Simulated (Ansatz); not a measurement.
# Rb: stiffness from a series of strains

```
CELL_PARAMETERS angstrom
-2.80600 2.80600 2.80600
2.80600 -2.80600 2.80600
2.80600 2.80600 -2.80600
ATOMIC_POSITIONS crystal
Rb 0.00000 0.00000 0.00000
```

The cell is a measured one (Crystallography Open Database entry 9012874); the temperature and pressure of the measurement aren't taken into account, and nothing was relaxed.

All numbers below come from Ansatz 0.2.0, DFT, PBEsol, all-electron LAPW, scalar-relativistic.

Sampling and basis: a Γ-centred 8×8×8 k mesh, Fermi–Dirac smearing of 0.05 eV, basis error target 1 meV/atom, no spin polarisation.

The strain is applied along the Cartesian axes of the cell as listed (the other components stay zero). Fractional coordinates are held (clamped ions).

σ is the change of stress from the unstrained cell, which is at -0.06 GPa; tension is positive, so slopes are stress–strain coefficients at that pressure. In a metal the k mesh adds noise.

Only quantities that a quadratic follows smoothly over the whole series are listed; rougher ones are left out.

```tsv
εzz	σzz (GPa)	σxx (GPa)
-0.0200	-0.05	-0.06
-0.0100	-0.03	-0.03
0.0000	0.00	0.00
0.0200	0.04	0.06
```

(1) Fit the series and read off the stiffness at zero strain.

(2) One run, at εzz = 0.0100, is withheld. Predict its row.

Answers

(1) Least-squares fits y = p0 + p1 x + p2 x² to the rows give σzz (GPa): p1 = 2.3, p2 = -6.8; σxx (GPa): p1 = 3, p2 = 2.7e-14. So C11 = 2 GPa and C12 = 3 GPa, which gives B = (C11 + 2 C12)/3 = 3 GPa.

(2) The fits give 0.02, 0.03; the run gave 0.02, 0.03.
